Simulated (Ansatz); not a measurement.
Interlayer sliding in a free bilayer taken from bulk TiTe2 (CdI2 type): the upper half of the atoms below is shifted in the plane.

```
CELL_PARAMETERS angstrom
      3.69732     0.00000     0.00000
      1.84866     3.20197     0.00000
      0.00000     0.00000    24.84543
ATOMIC_POSITIONS crystal
  Te 0.66667 0.66667 0.29934
  Ti 0.00000 0.00000 0.37023
  Te 0.33333 0.33333 0.43985
  Te 0.66667 0.66667 0.56015
  Ti 0.00000 0.00000 0.62977
  Te 0.33333 0.33333 0.70066
```

In-plane vectors a = (3.697, 0.000) Å, b = (1.849, 3.202) Å, area 11.84 Å². The shift is s times the vector a + b (length 6.404 Å), so s = 1 restores the start. Atoms relax along the normal only. γ = [E(shift) − E(0)] / area.

The numbers are results of PBE-D3(BJ) (plane waves to 420 eV, PAW, scalar-relativistic; Ansatz, a quantum-chemistry and plane-wave program), not measurements. k mesh 15×15×1 (Γ-centred), Fermi-Dirac smearing 0.05 eV. Energies are extrapolated to zero smearing. Forces were relaxed to 0.02 eV/Å only, which leaves the soft interlayer gap uncertain by some hundredths of an Å. Spin-orbit coupling is left out, though Te is heavy. TiTe2 is run without spin polarisation. TiTe2 was relaxed with its symmetry unable to fall. γ is measured from zero shift.

```json
[
 {"s": "0.000", "γ·area (meV/cell)": "0.0", "gap between the layers (Å)": "2.99"},
 {"s": "0.083", "γ·area (meV/cell)": "32.3", "gap between the layers (Å)": "3.07"},
 {"s": "0.167", "γ·area (meV/cell)": "68.1", "gap between the layers (Å)": "3.23"},
 {"s": "0.250", "γ·area (meV/cell)": "74.0", "gap between the layers (Å)": "3.26"},
 {"s": "0.333", "γ·area (meV/cell)": "67.5", "gap between the layers (Å)": "3.25"},
 {"s": "0.417", "γ·area (meV/cell)": "86.5", "gap between the layers (Å)": "3.32"},
 {"s": "0.500", "γ·area (meV/cell)": "132.3", "gap between the layers (Å)": "3.52"},
 {"s": "0.583", "γ·area (meV/cell)": "167.6", "gap between the layers (Å)": "3.70"},
 {"s": "0.667", "γ·area (meV/cell)": "179.3", "gap between the layers (Å)": "3.78"},
 {"s": "0.750", "γ·area (meV/cell)": "167.0", "gap between the layers (Å)": "3.69"},
 {"s": "0.833", "γ·area (meV/cell)": "124.1", "gap between the layers (Å)": "3.47"},
 {"s": "0.917", "γ·area (meV/cell)": "46.9", "gap between the layers (Å)": "3.13"}
]
```

What the scan shows:

Highest computed γ on the line: 243 mJ/m²
Position of the highest point: s = 0.667
Local minima between the ends: s = 0.333
γ at the local minimum along the line, s = 0.333: 91 mJ/m²
Lower barrier from zero shift into that minimum (unstable fault energy, highest computed point): 100 mJ/m²
Steepest slope dγ/d(shift) before the first maximum (spline): 1.2 GPa
Stacking at the highest point: Te above Te, Te above Ti, Ti above Te
Stacking at the lowest point: s = 0.000, Te above Te, Ti above Ti
Rise of the interlayer gap from the lowest to the highest point: 0.8 Å

(The slope of γ gives the shear force per area between the displaced halves; near zero shift its curvature is an elastic stiffness.)
